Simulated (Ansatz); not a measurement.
Relaxed candidate structures of TiAl3:

**A**
```
TiAl3
1.0
   -1.38235     1.38235     9.82868
    1.38235    -1.38235     9.82868
    1.38235     1.38235    -9.82868
Al Ti
3 1
Direct
  0.86729   0.86729   0.00000
  0.13271   0.13271   0.00000
  0.00000   0.00000   0.00000
  0.75000   0.25000   0.50000
```

**B**
```
CELL_PARAMETERS angstrom
     -1.93431     1.93431     8.26463
      1.93431    -1.93431     8.26463
      1.93431     1.93431    -8.26463
ATOMIC_POSITIONS crystal
  Al 0.50000 0.00000 0.50000
  Al 0.00000 0.50000 0.50000
  Al 0.75000 0.25000 0.50000
  Al 0.25000 0.75000 0.50000
  Al 0.37503 0.37503 0.00000
  Al 0.62497 0.62497 0.00000
  Ti 0.11908 0.11908 0.00000
  Ti 0.88092 0.88092 0.00000
```

**C**
```cif
data_Al6Ti2
_chemical_formula_sum 'Ti2 Al6'
_space_group_name_H-M_alt 'P 1'
_space_group_IT_number 1
_cell_length_a 8.06809
_cell_length_b 6.82098
_cell_length_c 5.29906
_cell_angle_alpha 82.439
_cell_angle_beta 56.938
_cell_angle_gamma 40.623
loop_
_space_group_symop_operation_xyz
  'x, y, z'
loop_
_atom_site_label
_atom_site_type_symbol
_atom_site_fract_x
_atom_site_fract_y
_atom_site_fract_z
_atom_site_occupancy
Ti1 Ti 0.14310 0.85690 0.14310 1
Ti2 Ti 0.85690 0.14310 0.85690 1
Al1 Al 0.18348 0.18348 0.81652 1
Al2 Al 0.81652 0.81652 0.18348 1
Al3 Al 0.48371 0.79218 0.20782 1
Al4 Al 0.20782 0.51629 0.48371 1
Al5 Al 0.51629 0.20782 0.79218 1
Al6 Al 0.79218 0.48371 0.51629 1
```

Question: Order them by energy per atom (lowest first) at the level PBEsol (plane waves to 420 eV, PAW, scalar-relativistic; Ansatz, a program for electronic structure).

Answer: B (reference), C (+0.36 eV/atom), A (+0.73 eV/atom)

Each run could gain symmetry but not lose that of its start, so entries can be saddle points. All of these are generated cells (placed on structure types, drawn at random, substituted or restacked) that were not matched to a known phase here. Static energies at zero pressure. The runs use different k-meshes, so differences are rounded accordingly. No spin polarisation in the result.
